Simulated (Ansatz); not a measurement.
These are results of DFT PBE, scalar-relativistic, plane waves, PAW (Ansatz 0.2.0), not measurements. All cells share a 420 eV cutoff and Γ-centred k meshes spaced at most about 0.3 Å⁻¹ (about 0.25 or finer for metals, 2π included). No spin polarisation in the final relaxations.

These are static total energies at zero pressure.

Two forms of Li₂ZrO₂ were relaxed alike.

A.

```cif
data_structure
_symmetry_space_group_name_H-M 'I4/mmm'
_symmetry_Int_Tables_number 139
_cell_length_a 3.6425
_cell_length_b 3.6425
_cell_length_c 7.1287
_cell_angle_alpha 90.000
_cell_angle_beta 90.000
_cell_angle_gamma 90.000
_cell_volume 94.58
loop_
_atom_site_label
_atom_site_type_symbol
_atom_site_symmetry_multiplicity
_atom_site_Wyckoff_symbol
_atom_site_fract_x
_atom_site_fract_y
_atom_site_fract_z
_atom_site_occupancy
Li1 Li 4 e 0.00000 0.00000 0.33285 1
Zr1 Zr 2 a 0.00000 0.00000 0.00000 1
O1 O 4 d 0.50000 0.00000 0.25000 1
```

B.

```cif
data_structure
_symmetry_space_group_name_H-M 'I4/mmm'
_symmetry_Int_Tables_number 139
_cell_length_a 2.9822
_cell_length_b 2.9822
_cell_length_c 10.1973
_cell_angle_alpha 90.000
_cell_angle_beta 90.000
_cell_angle_gamma 90.000
_cell_volume 90.69
loop_
_atom_site_label
_atom_site_type_symbol
_atom_site_symmetry_multiplicity
_atom_site_Wyckoff_symbol
_atom_site_fract_x
_atom_site_fract_y
_atom_site_fract_z
_atom_site_occupancy
Li1 Li 4 d 0.00000 0.50000 0.25000 1
Zr1 Zr 2 a 0.00000 0.00000 0.00000 1
O1 O 4 e 0.50000 0.50000 0.12614 1
```

Question: Which form is favoured at zero pressure, and by what margin per atom?

Answer: B is lower, by 271 meV/atom. A has space group I4/mmm (No. 139), 9.5 Å³/atom and no gap on its mesh; B has space group I4/mmm (No. 139), 9.1 Å³/atom and no gap. Counting O atoms around Li and Zr (those within 1.25 times the shortest such distance or 1.15 times the sum of covalent radii, 1.27 where that leaves under three), A and B both have Li 4, Zr 8. The denser one is the lower, and pressure would at first widen the difference. Both come from invented guesses. A third cell relaxed alike, in P-3m1, lies 281 meV/atom below the lower of the two.

The zero gap of I4/mmm at 9.5 Å³/atom may come from the functional, which often closes small gaps, or the cell may be a true semimetal. Cells relaxed within their symmetry can be saddle points.
